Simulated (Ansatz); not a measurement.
Space group P-3m1 (No. 164). a = 3.572 Å, b = 3.572 Å, c = 4.767 Å, α = 90.00°, β = 90.00°, γ = 120.00°
```csv
atom,site,symmetry,x,y,z
Pt,1a,-3m.,0.0000,0.0000,0.0000
S,2d,3m.,0.3333,0.6667,0.2510
```

Equation of state of this PtS2 structure (not necessarily the ground state), with shape and atoms relaxed at each volume where symmetry leaves them free. Level of theory: Ansatz, DFT PBEsol, scalar-relativistic, plane waves, PAW.

Plane waves to 420 eV, a k mesh through Γ of 12×12×8 on the computed 3-atom cell and Gaussian smearing (0.02 eV); no spin polarisation.

```csv
V (Å³/atom),E − E(largest V) (meV/atom),P (GPa),gap on mesh (eV)
16.501,3.64,2.30,0.00
17.028,-1.27,0.81,0.00
17.555,-2.49,0.01,0.24
18.081,-1.71,-0.44,0.50
18.608,0.00,-0.63,0.66
```

Task: Fit a third-order Birch–Murnaghan equation to E(V).

Result: V0 = 17.55 Å³/atom, B0 = 21 GPa, B0' = 21.1. B0' is unusual or poorly fixed by this range.

Spin-orbit coupling is left out, which matters for the bands of heavy elements. The cell holds layers, and where no dispersion correction was added their binding is poorly described.